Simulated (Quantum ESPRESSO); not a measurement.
## Al3SiO5N (one run as intended and one with a planted mistake)

Computed values, not a measurement. The program is pw.x of Quantum ESPRESSO 7.5 (plane-wave density functional theory). The cell is made up: 10 atoms on a corundum lattice, with randomly drawn elements, strain and displacements, not relaxed. PseudoDojo standard norm-conserving files (v0.5 for PBE, v0.4.1 for LDA and PBEsol) set the functional; there is no spin polarisation, spin-orbit coupling or dispersion term, and the masses in the input are unused placeholders.

Intended input:

```
&control calculation='scf', pseudo_dir='./dojo.nc.sr.pbe.v0_5.standard.upf', outdir='./o', disk_io='low', tprnfor=.true., tstress=.true. /
&system ibrav=0, nat=10, ntyp=4, nbnd=30, ecutwfc=84.00895049, nosym=.true., tot_charge=0,
 occupations='smearing', smearing='fd', degauss=0.0018374661
/
&electrons conv_thr=7.350e-09, electron_maxstep=60, /
ATOMIC_SPECIES
Al 1.0 Al.upf
N 1.0 N.upf
O 1.0 O.upf
Si 1.0 Si.upf
CELL_PARAMETERS angstrom
2.3499 1.3567 4.2731
-2.3499 1.3567 4.2731
0.0 -2.7134 4.2731
ATOMIC_POSITIONS angstrom
Al -0.034 0.0251 4.5289
Al 0.0033 -0.0438 1.8747
Si 0.0583 0.0493 8.2287
Al -0.0182 -0.0326 10.923
O -1.0245 1.2905 7.5169
O -0.7097 -1.453 7.54
O 1.6495 0.0814 7.6047
O 0.8261 -1.4654 5.3347
O 0.7785 1.4512 5.3261
N -1.6495 -0.129 5.2322
K_POINTS automatic
6 6 6 1 1 1
```

The log is shortened where brackets say so; the opening notice, blank lines, dates and the lines on written files are dropped, and the path of the files is cut. It prints rydbergs, bohrs and kilobars, and counts compression as positive stress. Where no state is partly filled, the Fermi energy that it prints is only some level between the filled and the empty states on the mesh, and need not lie in the true gap.

Log of the intended run:

```
     Program PWSCF v.7.5
     Parallel version (MPI & OpenMP), running on       4 processor cores
     Number of MPI processes:                 4
     Threads/MPI process:                     1
     [start-up lines left out]
     bravais-lattice index     =            0
     lattice parameter (alat)  =       9.5655  a.u.
     unit-cell volume          =     551.5998 (a.u.)^3
     number of atoms/cell      =           10
     number of atomic types    =            4
     number of electrons       =        48.00
     number of Kohn-Sham states=           30
     kinetic-energy cutoff     =      84.0090  Ry
     charge density cutoff     =     336.0358  Ry
     scf convergence threshold =      7.3E-09
     mixing beta               =       0.7000
     number of iterations used =            8  plain     mixing
     Exchange-correlation= PBE
                           (   1   4   3   4   0   0   0)
     [axes and pseudopotential details left out]
   Cartesian axes
     site n.     atom                  positions (alat units)
         1        Al     tau(   1) = (  -0.0067169   0.0049587   0.8947172  )
         2        Al     tau(   2) = (   0.0006519  -0.0086530   0.3703607  )
         3        Si     tau(   3) = (   0.0115176   0.0097396   1.6256397  )
         4        Al     tau(   4) = (  -0.0035955  -0.0064404   2.1579184  )
         5        O      tau(   5) = (  -0.2023975   0.2549477   1.4850184  )
         6        O      tau(   6) = (  -0.1402064  -0.2870508   1.4895820  )
         7        O      tau(   7) = (   0.3258708   0.0160812   1.5023640  )
         8        O      tau(   8) = (   0.1632021  -0.2895005   1.0539089  )
         9        O      tau(   9) = (   0.1537984   0.2866951   1.0522099  )
        10        N      tau(  10) = (  -0.3258708  -0.0254849   1.0336593  )
     number of k points=   108  Fermi-Dirac smearing, width (Ry)=  0.0018
     Number of k-points >= 100: set verbosity='high' to print them.
     Dense  grid:    57299 G-vectors     FFT dimensions: (  60,  60,  60)
     Estimated max dynamical RAM per process >     170.95 MB
     Estimated total dynamical RAM >     641.82 MB
     Initial potential from superposition of free atoms
     starting charge      47.9920, renormalised to      48.0000
     Starting wfcs are   40 randomized atomic wfcs
     total cpu time spent up to now is        3.5 secs
     per-process dynamical memory:   145.0 Mb
     Self-consistent Calculation
     iteration #  1     ecut=    84.01 Ry     beta= 0.70
     Davidson diagonalization with overlap
     ethr =  1.00E-02,  avg # of iterations =  3.6
     total cpu time spent up to now is        9.5 secs
     total energy              =    -208.47179298 Ry
     estimated scf accuracy    <       2.29858575 Ry
     iteration #  2     ecut=    84.01 Ry     beta= 0.70
     Davidson diagonalization with overlap
     ethr =  4.79E-03,  avg # of iterations =  2.1
     total cpu time spent up to now is       15.2 secs
     total energy              =    -209.18045511 Ry
     estimated scf accuracy    <       1.27353715 Ry
     [iterations 3 to 9 left out]
     iteration # 10     ecut=    84.01 Ry     beta= 0.70
     Davidson diagonalization with overlap
     ethr =  5.69E-10,  avg # of iterations =  3.7
     total cpu time spent up to now is       60.3 secs
     total energy              =    -209.40493274 Ry
     estimated scf accuracy    <       0.00000006 Ry
     iteration # 11     ecut=    84.01 Ry     beta= 0.70
     Davidson diagonalization with overlap
     ethr =  1.21E-10,  avg # of iterations =  2.0
     total cpu time spent up to now is       65.6 secs
     End of self-consistent calculation
     Number of k-points >= 100: set verbosity='high' to print the bands.
     the Fermi energy is    12.5935 ev
!    total energy              =    -209.40493276 Ry
     estimated scf accuracy    <          4.3E-09 Ry
     smearing contrib. (-TS)   =       0.00000000 Ry
     internal energy E=F+TS    =    -209.40493276 Ry
     The total energy is F=E-TS. E is the sum of the following terms:
     one-electron contribution =     -23.06299824 Ry
     hartree contribution      =      48.31384613 Ry
     xc contribution           =     -59.24142049 Ry
     ewald contribution        =    -175.41436015 Ry
     convergence has been achieved in  11 iterations
     Forces acting on atoms (cartesian axes, Ry/au):
     atom    1 type  1   force =     0.03608900   -0.02560416    0.06321518
     atom    2 type  1   force =    -0.00250839   -0.04347825   -0.03611107
     atom    3 type  4   force =    -0.03246949    0.01432524    0.14201489
     atom    4 type  1   force =     0.01394266    0.03439868   -0.06869920
     atom    5 type  3   force =     0.10378468   -0.01252527   -0.03423801
     atom    6 type  3   force =     0.02793853    0.06613744   -0.02468407
     atom    7 type  3   force =    -0.06050174   -0.04757746   -0.10323558
     atom    8 type  3   force =     0.08393237    0.07979731   -0.00623562
     atom    9 type  3   force =    -0.07035054   -0.00842832    0.01412153
     atom   10 type  2   force =    -0.09985707   -0.05704519    0.05385194
     Total force =     0.325457     Total SCF correction =     0.000046
     Computing stress (Cartesian axis) and pressure
          total   stress  (Ry/bohr**3)                   (kbar)     P=      174.08
   0.00152764  -0.00007618  -0.00039337          224.72      -11.21      -57.87
  -0.00007618   0.00101771  -0.00017356          -11.21      149.71      -25.53
  -0.00039337  -0.00017356   0.00100481          -57.87      -25.53      147.81
     init_run     :      3.25s CPU      3.36s WALL (       1 calls)
     electrons    :     61.94s CPU     62.18s WALL (       1 calls)
     forces       :      0.94s CPU      0.95s WALL (       1 calls)
     stress       :      3.18s CPU      3.18s WALL (       1 calls)
     [timing details left out]
     PWSCF        :   1m 9.43s CPU   1m 9.81s WALL
     JOB DONE.
```

A second run has one planted mistake: the plane-wave cutoff is too low. The input lines that differ, file-writing options aside:

```
- &system ibrav=0, nat=10, ntyp=4, nbnd=30, ecutwfc=84.00895049, nosym=.true., tot_charge=0,
+ &system ibrav=0, nat=10, ntyp=4, nbnd=30, ecutwfc=51.00805918, nosym=.true., tot_charge=0,
```

Its log:

```
     Program PWSCF v.7.5
     Parallel version (MPI & OpenMP), running on       4 processor cores
     Number of MPI processes:                 4
     Threads/MPI process:                     1
     [start-up lines left out]
     bravais-lattice index     =            0
     lattice parameter (alat)  =       9.5655  a.u.
     unit-cell volume          =     551.5998 (a.u.)^3
     number of atoms/cell      =           10
     number of atomic types    =            4
     number of electrons       =        48.00
     number of Kohn-Sham states=           30
     kinetic-energy cutoff     =      51.0081  Ry
     charge density cutoff     =     204.0322  Ry
     scf convergence threshold =      7.3E-09
     mixing beta               =       0.7000
     number of iterations used =            8  plain     mixing
     Exchange-correlation= PBE
                           (   1   4   3   4   0   0   0)
     [axes and pseudopotential details left out]
   Cartesian axes
     site n.     atom                  positions (alat units)
         1        Al     tau(   1) = (  -0.0067169   0.0049587   0.8947172  )
         2        Al     tau(   2) = (   0.0006519  -0.0086530   0.3703607  )
         3        Si     tau(   3) = (   0.0115176   0.0097396   1.6256397  )
         4        Al     tau(   4) = (  -0.0035955  -0.0064404   2.1579184  )
         5        O      tau(   5) = (  -0.2023975   0.2549477   1.4850184  )
         6        O      tau(   6) = (  -0.1402064  -0.2870508   1.4895820  )
         7        O      tau(   7) = (   0.3258708   0.0160812   1.5023640  )
         8        O      tau(   8) = (   0.1632021  -0.2895005   1.0539089  )
         9        O      tau(   9) = (   0.1537984   0.2866951   1.0522099  )
        10        N      tau(  10) = (  -0.3258708  -0.0254849   1.0336593  )
     number of k points=   108  Fermi-Dirac smearing, width (Ry)=  0.0018
     Number of k-points >= 100: set verbosity='high' to print them.
     Dense  grid:    27127 G-vectors     FFT dimensions: (  45,  45,  45)
     Estimated max dynamical RAM per process >      82.05 MB
     Estimated total dynamical RAM >     308.33 MB
     Check: negative core charge=   -0.000106
     Initial potential from superposition of free atoms
     starting charge      47.9920, renormalised to      48.0000
     Starting wfcs are   40 randomized atomic wfcs
     total cpu time spent up to now is        1.6 secs
     per-process dynamical memory:    73.6 Mb
     Self-consistent Calculation
     iteration #  1     ecut=    51.01 Ry     beta= 0.70
     Davidson diagonalization with overlap
     ethr =  1.00E-02,  avg # of iterations =  3.6
     total cpu time spent up to now is        4.7 secs
     total energy              =    -208.34081287 Ry
     estimated scf accuracy    <       2.13076436 Ry
     iteration #  2     ecut=    51.01 Ry     beta= 0.70
     Davidson diagonalization with overlap
     ethr =  4.44E-03,  avg # of iterations =  2.1
     total cpu time spent up to now is        7.7 secs
     total energy              =    -208.98336851 Ry
     estimated scf accuracy    <       1.13956165 Ry
     [iterations 3 to 10 left out]
     iteration # 11     ecut=    51.01 Ry     beta= 0.70
     Davidson diagonalization with overlap
     ethr =  8.21E-11,  avg # of iterations =  2.5
     total cpu time spent up to now is       34.5 secs
     total energy              =    -209.18764402 Ry
     estimated scf accuracy    <          7.5E-09 Ry
     iteration # 12     ecut=    51.01 Ry     beta= 0.70
     Davidson diagonalization with overlap
     ethr =  1.57E-11,  avg # of iterations =  2.0
     total cpu time spent up to now is       37.1 secs
     End of self-consistent calculation
     Number of k-points >= 100: set verbosity='high' to print the bands.
     the Fermi energy is    12.5996 ev
!    total energy              =    -209.18764402 Ry
     estimated scf accuracy    <          3.9E-10 Ry
     smearing contrib. (-TS)   =       0.00000000 Ry
     internal energy E=F+TS    =    -209.18764402 Ry
     The total energy is F=E-TS. E is the sum of the following terms:
     one-electron contribution =     -22.65479241 Ry
     hartree contribution      =      48.04167630 Ry
     xc contribution           =     -59.16016776 Ry
     ewald contribution        =    -175.41436016 Ry
     convergence has been achieved in  12 iterations
     Forces acting on atoms (cartesian axes, Ry/au):
     atom    1 type  1   force =     0.03622053   -0.02545156    0.06325758
     atom    2 type  1   force =    -0.00249635   -0.04391041   -0.03625135
     atom    3 type  4   force =    -0.03263737    0.01438189    0.14225961
     atom    4 type  1   force =     0.01388632    0.03448957   -0.06851040
     atom    5 type  3   force =     0.10334509   -0.01322132   -0.03444957
     atom    6 type  3   force =     0.02726115    0.06755291   -0.02604773
     atom    7 type  3   force =    -0.05905689   -0.04820800   -0.10492102
     atom    8 type  3   force =     0.08282748    0.07865158   -0.00528552
     atom    9 type  3   force =    -0.06816779   -0.00933610    0.01485096
     atom   10 type  2   force =    -0.10118217   -0.05494856    0.05509744
     Total force =     0.325522     Total SCF correction =     0.000012
     Computing stress (Cartesian axis) and pressure
          total   stress  (Ry/bohr**3)                   (kbar)     P=     -123.04
  -0.00048414  -0.00007261  -0.00038527          -71.22      -10.68      -56.67
  -0.00007261  -0.00099953  -0.00017850          -10.68     -147.04      -26.26
  -0.00038527  -0.00017850  -0.00102548          -56.67      -26.26     -150.85
     init_run     :      1.49s CPU      1.52s WALL (       1 calls)
     electrons    :     35.37s CPU     35.50s WALL (       1 calls)
     forces       :      0.43s CPU      0.44s WALL (       1 calls)
     stress       :      1.46s CPU      1.46s WALL (       1 calls)
     [timing details left out]
     PWSCF        :     38.84s CPU     39.02s WALL
     JOB DONE.
```

```
                                            intended run  run with the mistake
                          free energy (eV)     -2849.099             -2846.143
                    smearing term -TS (eV)        0.0000                0.0000
                            pressure (GPa)         17.41                -12.30
            largest force component (eV/Å)         3.651                 3.658
largest change of a force component (eV/Å)                               0.056
                                iterations            11                    12
```

For scale, a rerun of the intended cell at a cutoff of 1437 eV and k mesh 8 x 8 x 8 moved values by no more than 0.003 eV in energy, 0.02 GPa in stress and 0.002 eV/Å in force.